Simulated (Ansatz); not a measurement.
Take a crystal in which Rb has been replaced by Li on all its sites, with the cell rescaled by a rough guess (in some cases also distorted within its space group) and nothing relaxed:

```cif
data_structure
_symmetry_space_group_name_H-M 'P 1'
_symmetry_Int_Tables_number 1
_cell_length_a 3.5156
_cell_length_b 3.5156
_cell_length_c 3.5156
_cell_angle_alpha 109.471
_cell_angle_beta 109.471
_cell_angle_gamma 109.471
_cell_volume 33.45
loop_
_atom_site_label
_atom_site_type_symbol
_atom_site_fract_x
_atom_site_fract_y
_atom_site_fract_z
_atom_site_occupancy
Li1 Li 0.00000 0.00000 0.00000 1
```

Theory: DFT PBEsol, scalar-relativistic, plane waves, PAW in Ansatz.

Plane waves to 420 eV, a k mesh through Γ of 14×14×14 on the computed 1-atom cell and Gaussian smearing (0.10 eV); no spin polarisation.

Question: Will this cell want to expand or contract, and how hard?

Answer: The pressure is -3.0 GPa (positive in compression), so the cell would contract.

Question: Is it a metal on this mesh?

Answer: Yes, a band crosses the Fermi level.